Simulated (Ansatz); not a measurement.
With r²SCAN (plane waves, PAW; program Ansatz), TaAg in the orthorhombic phase (Cmcm; Ta on 4c, Ag on 4c) relaxes to a = 2.686 Å, b = 11.490 Å, c = 4.529 Å. Against the elements it lies at 0.34 eV/atom, with no fitted shifts.

Electronic character: metallic (no gap).

Bader charges are Ta +0.49, Ag -0.49 e.

The start of the workflow was typed in or built on a structure type; neither database checked (COD, Materials Project) lists it. Its standing as an ambient phase is unchecked. Symmetry was held in the r²SCAN relaxation; whether a distortion lowers the energy is not shown. The run is not spin-polarised. Its formation energy is positive at this level, so the cell may be metastable or incomplete. Axis ratios of metals converge slowly with the k-mesh, so a and c are less sure than the volume. The references are the lowest solids computed at this level, not always the standard phases. Scalar-relativistic: spin–orbit coupling is off unless named, which matters more the heavier the elements.

Potentials: the earlier of the program's two PAW sets.
